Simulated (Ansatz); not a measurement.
# Ta$_{4}$O: an elastic constant from a strain scan

These are results of DFT PBEsol, scalar-relativistic, plane waves, PAW (Ansatz), not measurements. The runs took a 420 eV cutoff, a Γ-centred 14×14×8 mesh and Gaussian smearing (0.15 eV). Spin–orbit coupling is left out, which matters for the heavy elements here. No spin polarisation. Energies are free energies at this smearing, counted from the undisturbed cell; pressure is positive in compression.

The undisturbed cell (relaxed at this level; with this scan's settings it stands at 0.1 GPa; it needn't be the usual structure):

```xyz
5
Lattice="3.2109 0.0000 0.0000 0.0000 3.2109 0.0000 0.0000 0.0000 7.3420" Properties=species:S:1:pos:R:3 pbc="T T T"
Ta    0.0000    0.0000    3.6710
Ta    1.6055    1.6055    5.7472
Ta    1.6055    1.6055    1.5948
Ta    0.0000    0.0000    0.0000
O     1.6055    1.6055    3.6710
```

The cell is strained by ε times the Voigt pattern (0, 0, 1, 0, 0, 0) (xx, yy, zz, yz, xz, xy; engineering shear) with fractional coordinates fixed. The cell holds 5 atoms in V0 = 75.70 Å³. The stress column is τ = (1/V0) dE/dε, got from the stress tensor σ (compression positive) at each point as −det(1 + εP) σ : P(1 + εP)⁻¹, with P the pattern as a tensor.

```
      ε  ΔE (meV/atom)  τ (GPa)
-0.1000        306.542  -75.370
-0.0750        159.082  -50.299
-0.0500         65.261  -29.817
-0.0250         15.147  -13.228
 0.0000          0.000   -0.147
 0.0250         11.889    9.691
 0.0500         43.598   16.777
 0.0750         89.630   21.881
 0.0875        116.613   23.745
 0.1000              ?        ?
```

Q: Which combination of elastic constants does this scan measure, and how large is it?

A: For small ε, τ = τ0 + Kε with K = pᵀCp, which for this pattern is C33 in the Cartesian frame shown. The parabola through τ at ε = -0.0250, 0 and 0.0250 has slope K = 458 GPa at zero. The energies per cell, E = NΔE, of the same two points give K = 2[E(ε₊)/ε₊ − E(ε₋)/ε₋]/[(ε₊ − ε₋)V0] = 458 GPa, in agreement. These are clamped-ion values.

Q: Predict the withheld row at ε = 0.1000 from the harmonic law, and compare.

A: ΔE = V0(τ0 ε + Kε²/2)/N = 215.178 meV/atom and τ = 45.69 GPa. The calculation gives 145.587 meV/atom and 25.26 GPa: the energy lies 32 % below the harmonic value, as bonds soften when stretched.

Forces appear on the atoms along this scan, and letting them relax would lower the energy and soften the response. No gap shows at this level, though a semilocal functional can close a small gap that the real compound has; without a gap these slopes depend on the k mesh and the smearing.